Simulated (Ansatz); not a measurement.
The relaxed structure here is a generated cell of W: the first start was made by placing the elements on the sites of a structure type, and the end was not matched to a known phase here, so it may be hypothetical. Known forms of W include space group No. 229.

A relaxed cell of W (Pm-3m (No. 221)), relaxed on a k-mesh at least as fine as the one used below. Method: r2SCAN (plane waves to 500 eV, PAW, scalar-relativistic; Ansatz, a first-principles code). Γ-centred k-mesh 12×6×12 on the run's cell (coarser than for final values), Fermi–Dirac smearing 0.05 eV.

```
W
1.0
    2.62720     0.00000     0.00000
    0.00000     5.25440     0.00000
    0.00000     0.00000     2.62720
W
2
Direct
  0.00000   0.00000   0.00000
  0.00000   0.50000   0.00000
```

The atoms are displaced by (Å):

| atom | ux | uy | uz |
|---|---|---|---|
| W1 | -0.131 | 0.147 | 0.020 |
| W2 | 0.006 | 0.005 | 0.025 |

Q: What forces (eV/Å) and pressure result?

A: 
```tsv
atom	Fx	Fy	Fz
W1	-0.47	-2.08	-0.02
W2	0.47	2.08	0.02
```

Pressure +1.0 GPa.

The undisplaced cell is probably no minimum: from this displacement the run went on to Im-3m (No. 229), 1.56 eV/atom below it.

No spin polarisation in the result.
